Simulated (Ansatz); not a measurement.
## Cold compression of TePd (zincblende type)

```xyz
2
Lattice="0.0000 2.9476 2.9476 2.9476 0.0000 2.9476 2.9476 2.9476 0.0000" Properties=species:S:1:pos:R:3 pbc="T T T"
Pd    0.0000    0.0000    0.0000
Te    1.4738    1.4738    1.4738
```

The cell comes from a relaxation on PAW files under the same functional, begun from a prototype that needn't be the stable phase.

Its volume is scaled at fixed shape and fractional positions.

Computed with Ansatz 0.2.0; functional LDA, scalar-relativistic. Settings: a Γ-centred 12×12×12 k mesh, Fermi–Dirac smearing of 0.1 eV, no spin polarisation. Methods: LAPW: all electrons, basis error target 1 meV/atom; PAW: frozen-core files, cutoff 420 eV; crystal datasets: all electrons, by PAW datasets that the program makes for each cell; norm-conserving: pseudopotentials, cutoff 1120 eV; PAW (cutoff 600 eV): frozen-core files, cutoff 600 eV.

Energies are extrapolated to zero smearing and count from the unscaled cell; pressure is positive in compression; gaps take the mesh and a band path. No temperature or zero-point motion is included.

Spin–orbit coupling is left out, which matters for the heavy atoms. The PAW files were made under PBE. The structure type is held throughout; the real material can change phase at far lower pressure.

```json
{"V/V0": "1.00", "V (Å³/atom)": "25.61", "P LAPW (GPa)": "0.02", "ΔE LAPW (eV/atom)": "0.000", "P PAW − LAPW (GPa)": "-0.03", "ΔE PAW − LAPW (meV/atom)": "0.0"}
{"V/V0": "0.90", "V (Å³/atom)": "23.05", "P LAPW (GPa)": "?", "ΔE LAPW (eV/atom)": "?", "P PAW − LAPW (GPa)": "?", "ΔE PAW − LAPW (meV/atom)": "?"}
{"V/V0": "0.80", "V (Å³/atom)": "20.49", "P LAPW (GPa)": "34.6", "ΔE LAPW (eV/atom)": "0.440", "P PAW − LAPW (GPa)": "-0.12", "ΔE PAW − LAPW (meV/atom)": "-2.1"}
{"V/V0": "0.70", "V (Å³/atom)": "17.93", "P LAPW (GPa)": "76.8", "ΔE LAPW (eV/atom)": "1.293", "P PAW − LAPW (GPa)": "-0.24", "ΔE PAW − LAPW (meV/atom)": "-4.8"}
{"V/V0": "0.60", "V (Å³/atom)": "15.37", "P LAPW (GPa)": "159.3", "ΔE LAPW (eV/atom)": "3.103", "P PAW − LAPW (GPa)": "-0.57", "ΔE PAW − LAPW (meV/atom)": "-10.7"}
{"V/V0": "0.50", "V (Å³/atom)": "12.80", "P LAPW (GPa)": "330.7", "ΔE LAPW (eV/atom)": "6.843", "P PAW − LAPW (GPa)": "-1.42", "ΔE PAW − LAPW (meV/atom)": "-25.3"}
{"V/V0": "0.40", "V (Å³/atom)": "10.24", "P LAPW (GPa)": "721.5", "ΔE LAPW (eV/atom)": "14.800", "P PAW − LAPW (GPa)": "-6.14", "ΔE PAW − LAPW (meV/atom)": "-73.6"}
```

Q: Fit the Vinet equation to the LAPW pressures shown (residuals weighted by 1/(|P| + 0.03·Pmax)), and predict the pressure of the withheld row.

A: The fit gives V0 = 25.63 Å³/atom, B0 = 84.8 GPa and B0′ = 5.46. At 23.05 Å³/atom, x = (V/V0)^(1/3) = 0.9653, and P = 3·B0·(1 − x)/x²·exp[1.5·(B0′ − 1)·(1 − x)] = 11.96 GPa. The run itself gave 12.18 GPa (-1.8 % off) and ΔE = 0.086 eV/atom.

Q: At the smallest volume, how far do crystal datasets and norm-conserving and PAW (cutoff 600 eV) lie from LAPW in pressure?

A: crystal datasets: 0.00 GPa; norm-conserving: -4.63 GPa; PAW (cutoff 600 eV): -6.45 GPa, on a LAPW pressure of 721.5 GPa.

Q: How do the Löwdin populations by LAPW change from the unscaled cell to the last row?

A: Pd 4d 9.26 → 9.47, Te 5s 1.97 → 1.82, Te 5p 4.53 → 4.38 electrons an atom. These are projections on the shells that the free atoms fill; 0.25 e a cell lies outside them at the start and 0.39 e at the end.
